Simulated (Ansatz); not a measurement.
Input:

TiSi2 (C49 type, space group Cmcm)

```
TiSi2
1.0
    1.76330    -6.75838     0.00000
    1.76330     6.75838     0.00000
    0.00000     0.00000     3.56518
Si Ti
4 2
Cartesian
  1.76330  -5.96993   2.67388
  1.76330   5.96993   0.89129
  1.76330   3.37525   2.67388
  1.76330  -3.37525   0.89129
  1.76330  -1.39491   2.67388
  1.76330   1.39491   0.89129
```

In each cell atom 2 (Si, nearest neighbour Si at 2.380 Å; its periodic images, 3.5 Å or more away, move with it) moves by s·(0.000, 0.000, 1.000) (along Cartesian z), the rest being held.

All values below come from r2SCAN (plane waves to 500 eV, PAW, scalar-relativistic; Ansatz, a quantum-chemistry and plane-wave program). k mesh 11×11×11 (Γ-centred), Fermi-Dirac smearing 0.05 eV. E stands for the smeared free energy. With partly filled bands, energies and forces of such displacements shift with the k mesh and the smearing. This is one of several known forms of TiSi2; the measured ambient cells at hand have space group No. 70. TiSi2 is run without spin polarisation. TiSi2 was relaxed with its symmetry unable to fall. ΔE is measured from the undisplaced structure.

The scan covers s from -0.240 to 0.240 Å in 11 points.

**Question.** Is this a single well or a double well?

**Answer.** A single well with its minimum at or next to zero displacement.

**Question.** Is the energy the same for equal positive and negative displacements?

**Answer.** Even: the same for both signs. With its periodic images moving along, the atom's site symmetry in this cell is mm2.

**Question.** What is the force constant k = d²E/ds² of this move at s = 0?

**Answer.** 14.8 eV/Å².

(A displaced cell: forces are minus the slopes of the energy, force constants its curvatures, and phonons follow from these.)
